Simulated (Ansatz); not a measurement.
**Two states of VF₃**

```yaml
crystal:
  lattice:
    - [2.57140, 1.48459, 4.45748]
    - [-2.57140, 1.48459, 4.45748]
    - [0.00000, -2.96920, 4.45748]
  atoms:
    - { symbol: V, position: [0.00000, 0.00000, 0.00000] }
    - { symbol: V, position: [0.50000, 0.50000, 0.50000] }
    - { symbol: F, position: [0.65010, 0.84990, 0.25000] }
    - { symbol: F, position: [0.25000, 0.65010, 0.84990] }
    - { symbol: F, position: [0.84990, 0.25000, 0.65010] }
    - { symbol: F, position: [0.34990, 0.15010, 0.75000] }
    - { symbol: F, position: [0.75000, 0.34990, 0.15010] }
    - { symbol: F, position: [0.15010, 0.75000, 0.34990] }
```

Single point in Ansatz 0.2.0 with r2SCAN. Cutoff 500 eV, PAW datasets, 5×5×5 Γ-centred k mesh, tetrahedron filling.

State A: V1 up, V2 down (collinear spin). State B: V1 up, V2 up (collinear spin).

Question: Compare the two self-consistent states.

Answer: State B is lower by 5.8 meV an atom at zero smearing.

| state | free energy (meV/atom) | largest moment in a small sphere (μB) | net moment (μB/cell) | gap on mesh (eV) | pressure (GPa) | largest force (eV/Å) |
| --- | --- | --- | --- | --- | --- | --- |
| A | 5.8 | 1.50 | 0.00 | 0.85 | 1.8 | 0.12 |
| B | 0.0 | 1.54 | 4.00 | 0.58 | 1.4 | 0.38 |

Origin: a database entry at a rescaled volume. Caveats: empty levels are not fully converged; the state breaks the symmetry of the cell; forces and stress under tetrahedra may miss the slope of the energy; an odd or shifted mesh can miss the band edges, so this level's true gap may be smaller.
